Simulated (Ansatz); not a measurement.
TiC in space group Pm-3m (No. 221; Ti on 3c, C on 3d) at seven volumes, the program Ansatz at the PBE level (PAW), scaled uniformly. One row is withheld.

```json
[
 {"V (Å³/atom)": "11.683", "P (GPa)": "19.14"},
 {"V (Å³/atom)": "12.068", "P (GPa)": "11.81"},
 {"V (Å³/atom)": "12.453", "P (GPa)": "5.47"},
 {"V (Å³/atom)": "12.838", "P (GPa)": "0.00"},
 {"V (Å³/atom)": "13.223", "P (GPa)": "-4.71"},
 {"V (Å³/atom)": "13.609", "P (GPa)": "?"},
 {"V (Å³/atom)": "13.994", "P (GPa)": "-12.28"}
]
```

Fit the shown pressures and predict the withheld one.

Third-order Birch–Murnaghan: P = (3/2)B₀(x^(7/2) − x^(5/2))[1 + (3/4)(B′ − 4)(x − 1)] with x = (V₀/V)^(2/3). Least squares on the six rows gives V₀ = 12.839 Å³/atom, B₀ = 168.8 GPa, B′ = 3.92. At V = 13.609, x = 0.9619 and P = -8.77 GPa. The run itself gave -8.78 GPa.

The start of the workflow was typed in or built on a structure type; neither database checked (COD, Materials Project) lists it. It is not the phase usual at ambient conditions (space group No. 225). The cell was relaxed with PBE under the symmetry of its start; its stability against distortions is not shown here. No spin polarisation was allowed. Its formation energy is positive at this level, so the cell may be metastable or incomplete.

Potentials: the earlier of the program's two PAW sets.
